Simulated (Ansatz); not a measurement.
# ZnAg from its elements: all-electron against pseudopotential results

```
CELL_PARAMETERS angstrom
3.11758 0.00000 0.00000
0.00000 3.11758 0.00000
0.00000 0.00000 3.11758
ATOMIC_POSITIONS crystal
Zn 0.50000 0.50000 0.50000
Ag 0.00000 0.00000 0.00000
```

The cell comes from a relaxation on PAW files under the same functional, begun from a database entry that needn't be the ground state.

All numbers are PBEsol results (scalar-relativistic) from Ansatz 0.2.0, with a Γ-centred 13×13×13 k mesh, Fermi–Dirac smearing of 0.05 eV, no spin polarisation. Methods: LAPW: all electrons, basis error target 0.5 meV/atom; PAW: frozen-core files, cutoff 420 eV; crystal datasets: all electrons, by PAW datasets that the program makes for each cell.

The elements are taken as Ag fcc, Zn hcp, each relaxed on PAW files under the same functional and computed by the same method as the compound; zero-point and thermal terms are left out.

The PAW files were made under PBE.

Question: What is the formation energy by LAPW, and how far do the other methods lie from it?

Answer: -0.065 eV/atom; PAW -0.3 meV/atom; crystal datasets 0.0 meV/atom. The compound is bound against these elements; other compounds of the system weren't compared.

Question: Give the LAPW value for one formula unit in kJ/mol.

Answer: -0.065 eV/atom × 2 atoms × 96.485 kJ/(mol·eV) = -12.5 kJ/mol, at zero temperature and without zero-point motion.
